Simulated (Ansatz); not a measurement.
A trial cell of Li was relaxed with PBE (plane waves to 420 eV, PAW, scalar-relativistic; Ansatz, an electronic-structure program).

Before: C2/m (No. 12), mS2; a = 3.2453 Å, b = 8.6144 Å, c = 1.6103 Å, α = 90.00°, β = 108.33°, γ = 90.00°.

After relaxation:

Simulated powder pattern, Mo Kα, λ = 0.71073 Å (kinematic, ideal powder, no thermal factors, no anomalous dispersion; the 24 strongest lines at most, above 1 %, up to 2θ = 45°):

```csv
2θ (°),I/Imax (%)
16.83,100
23.89,19
29.37,40
34.04,12
38.21,15
42.02,3.4
```

Task: Identify the relaxed structure from its pattern: crystal system, space group and cell.

Result: Cubic, Im-3m (No. 229), cI2, bcc (W type); a = b = c = 3.433 Å, α = β = γ = 90.00°. Sites: Li 2a (0.000, 0.000, 0.000).

Task: Index the strongest lines.

Result: 16.83° (110), 23.89° (200), 29.37° (211), 34.04° (220), 38.21° (310).

No spin polarisation in the result.

The run could not lose the symmetry of its start.
